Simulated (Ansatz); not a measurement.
# Se₂Br: reading a single point

```xyz
12
Lattice="7.2810 0.0000 0.0000 -3.4634 6.2636 0.0000 -0.2317 -2.2712 6.9275" Properties=species:S:1:pos:R:3 pbc="T T T"
Se    0.8811    2.5475    1.5434
Se    2.7048    1.4449    5.3840
Br    1.0323    0.7816    3.4201
Br    2.5536    3.2108    3.5074
Se   -0.8202    5.6529    1.5379
Se    4.4061   -1.6605    5.3896
Se   -2.7016    4.5865    4.9109
Se    6.2875   -0.5941    2.0166
Se   -0.9699    1.4547    4.9109
Se    4.5558    2.5377    2.0166
Br   -0.4991    3.5587    3.4242
Br    4.0850    0.4336    3.5032
```

Level: r2SCAN, no spin polarisation; 500 eV; 3×3×3 Γ-centred mesh; fermi-dirac occupations (width 0.1 eV); Ansatz 0.2.0, fixed geometry.

(1) Is the cell too large or too small?

(2) What is the formation energy?

(3) What happens at the Fermi level?

(4) Give the Bader charges.

(5) Which atom feels the largest force, and which way?

Origin: a known structure type with other elements, at an estimated volume, so it need not be a known compound. Caveats: many states at the Fermi level without spin polarisation, so a magnetic state may lie lower; the k mesh is coarse if the cell is a metal; atoms or cell far from equilibrium.

Answers

(1) The pressure is 5.8 GPa (compression positive), so with the atoms held at these fractions the cell would first expand; the forces are large, so a full relaxation may end otherwise. The principal stresses 3.5, 6.2, 7.8 GPa differ, so its shape would change too.

(2) 1.25 eV an atom against the elements' usual phases (free molecules for gases, crystals otherwise, with no correction for O₂ or N₂), so at this geometry it isn't bound against them. Relaxing would lower it.

(3) It is a metal, with about 11 states/eV a cell as the mean within 0.25 eV of the Fermi level, mostly Se p (70 %) and Br p (27 %).

(4) Bader charges in e: Se -0.15 to +0.03, Br +0.10. In the mean Br gives up most and Se takes most.

(5) The largest is on Br3 (and as large on other atoms): 2.94 eV/Å, components (-1.70, -2.38, -0.35). It makes 116° with the line to a nearest neighbour, Se1 at 2.58 Å.
